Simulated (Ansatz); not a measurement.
Crystals of one structure type (rock salt) and one family of elements, relaxed and computed with plane-wave PAW LDA (Ansatz code).

| crystal | V (Å³/atom) | B₀ by P(V) fit (GPa) |
|---|---|---|
| MgO | 8.99 | 172 |
| CaO | 13.04 | 129 |
| SrO | 16.24 | 104 |
| BaO | 20.06 | 85.8 |
| CaS | 21.53 | 67.6 |
| MgTe | 24.97 | ? |
| BaTe | 40.46 | 35.3 |

**Question.** Fit a straight line to ln B₀ against ln V and predict the withheld value.

**Answer.** Least squares on the 6 shown rows: ln B₀ = -1.08 × ln V + (7.598), with a scatter of 7 %. For MgTe this gives 61.7. The run itself gave 53.0, outside the scatter: the line misses something about this case.

Standing as an ambient phase not checked: MgTe, rock salt. All cells were relaxed under the symmetry of their starts (and spin orders); stability against distortions was not tested throughout. Scalar-relativistic: spin–orbit coupling is off unless named, which matters more the heavier the elements.

Potentials: the later of the program's two PAW sets.
